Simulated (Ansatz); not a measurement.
GaSb:
```xyz
4
Lattice="3.9469 0.0000 0.0000 -1.9735 3.4182 0.0000 0.0000 0.0000 7.2561" Properties=species:S:1:pos:R:3 pbc="T T T"
Ga     0.0000     0.0000     0.0000
Ga     0.0000     0.0000     3.6281
Sb     0.0000     2.2788     1.8140
Sb     1.9735     1.1394     5.4421
```

Relaxed with PBE. Special points in fractions of this cell's reciprocal vectors: Γ (0.000, 0.000, 0.000); M (0.500, 0.000, 0.000); K (0.333, 0.333, 0.000); A (0.000, 0.000, 0.500); L (0.500, 0.000, 0.500); H (0.333, 0.333, 0.500).

### Question
List the band energies nearest the Fermi level at these points for plane-wave PAW PBE (Ansatz code).

### Answer
In eV from the Fermi level; about four levels below and three above (degenerate sets whole), none deeper than 8.9 eV; points with the same levels are listed once.

```tsv
k	below	above
Γ	-7.54 -0.79 -0.77	0.60 0.60 1.17 1.17
M	-4.93 -4.50 -3.64 -1.69	0.60 1.07 1.17
K	-2.94 -2.94 -2.59 -2.59	4.07 4.19 5.22 5.22
A	-4.98 -4.98	0.89 0.89 0.89 0.89
L	-1.30 -1.30 -0.94 -0.94	3.05 3.05 5.24 5.24
H	-0.43 -0.43 -0.33 -0.33	1.74 1.74 7.07 7.07
```

Space group P6_3/mmc (NiAs type). The start of the workflow was typed in or built on a structure type; neither database checked (COD, Materials Project) lists it. It is not the phase usual at ambient conditions (space group No. 216). Symmetry was held in the PBE relaxation; whether a distortion lowers the energy is not shown. Spin–orbit coupling is left out wherever it is not named.

Potentials: the later of the program's two PAW sets.
